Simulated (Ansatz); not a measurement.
# RbZn (NaTl type) from its elements: all-electron against pseudopotential results

```
Rb Zn
1.0
     0.00000    4.07576    4.07576
     4.07576    0.00000    4.07576
     4.07576    4.07576    0.00000
Rb Zn
2 2
Direct
  0.12500 0.12500 0.12500
  0.87500 0.87500 0.87500
  0.37500 0.37500 0.37500
  0.62500 0.62500 0.62500
```

The cell comes from a relaxation on PAW files under the same functional, begun from a prototype that needn't be the stable phase.

All numbers are PBEsol results (scalar-relativistic) from Ansatz 0.2.0, with a Γ-centred 7×7×7 k mesh, Fermi–Dirac smearing of 0.05 eV, no spin polarisation. Methods: LAPW: all electrons, basis error target 0.5 meV/atom; PAW: frozen-core files, cutoff 420 eV; crystal datasets: all electrons, by PAW datasets that the program makes for each cell.

The elements are taken as Rb bcc, Zn hcp, each relaxed on PAW files under the same functional and computed by the same method as the compound; zero-point and thermal terms are left out.

The PAW files were made under PBE.

Question: What is the formation energy by LAPW, and how far do the other methods lie from it?

Answer: 0.386 eV/atom; PAW +0.3 meV/atom; crystal datasets +0.1 meV/atom. The compound is unstable against these elements; other compounds of the system weren't compared.

Question: Give the LAPW value for one formula unit in kJ/mol.

Answer: 0.386 eV/atom × 2 atoms × 96.485 kJ/(mol·eV) = 74.5 kJ/mol, at zero temperature and without zero-point motion.

Question: What Bader charges does the PAW density give?

Answer: Rb1 +0.59 e, Zn3 -0.59 e.
